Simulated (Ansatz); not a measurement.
# Ca3GeO, first-principles data

Ca3GeO:
Space group Pm-3m (No. 221); a = b = c = 4.6700 Å, α = β = γ = 90.00°

```
atom  site  symmetry       x       y       z
----  ----  --------  ------  ------  ------
Ca      3c    4/mm.m  0.0000  0.5000  0.5000
O       1b      m-3m  0.5000  0.5000  0.5000
Ge      1a      m-3m  0.0000  0.0000  0.0000
```

Space group Pm-3m (No. 221), anti-perovskite; conventional cell a = b = c = 4.670 Å, α = β = γ = 90.00°.

Method: plane-wave PAW PBEsol (Ansatz code). Geometry: relaxed at this level of theory. Other levels are named where they apply.

**Cell and energy**

Volume per atom: 20.37 Å³
Density: 3.41 g/cm³
Formation energy from the elements (no fitted shifts): -1.62 eV/atom

**Electronic structure**

* **Electronic character**: no gap, with almost no states at the Fermi level (zero-gap or semimetallic)
* **Density of states at the Fermi level**: 0.00 states/eV per atom (mean over ±0.08 eV)
* **HSE06 gap on the PBEsol cell**: 0.48 eV (a hybrid on a coarse mesh can open a false gap in a semimetal)
* **Gap with spin–orbit coupling**: none (metallic)

**Mechanics**

Bulk modulus (Birch–Murnaghan fit): 63.1 GPa
Pressure derivative B′: 4.3
Elastic constants (relaxed ions, GPa): C11 = 136, C12 = 27.0, C44 = 52.9
Mechanical stability: stable (all eigenvalues of C positive)
Hill bulk and shear moduli: 63.2 and 53.5 GPa
Young's modulus: 125 GPa
Poisson's ratio: 0.17
Debye temperature from the elastic constants: 475 K

**Charges**

- Bader charges = Ca +1.28, O -1.50, Ge -2.33 e

The workflow started from an entry of the Crystallography Open Database (COD), which files this formula under 2 space groups. Whether it is the stable phase at ambient conditions was not checked. Symmetry was held in the PBEsol relaxation; whether a distortion lowers the energy is not shown. As this level gives no gap, shear constants depend on the k-mesh and smearing (Fermi–Dirac, 0.1 eV here). The references are the lowest solids computed at this level, not always the standard phases (solids in place of the gases). Spin–orbit coupling is left out wherever it is not named.

Potentials: the later of the program's two PAW sets.
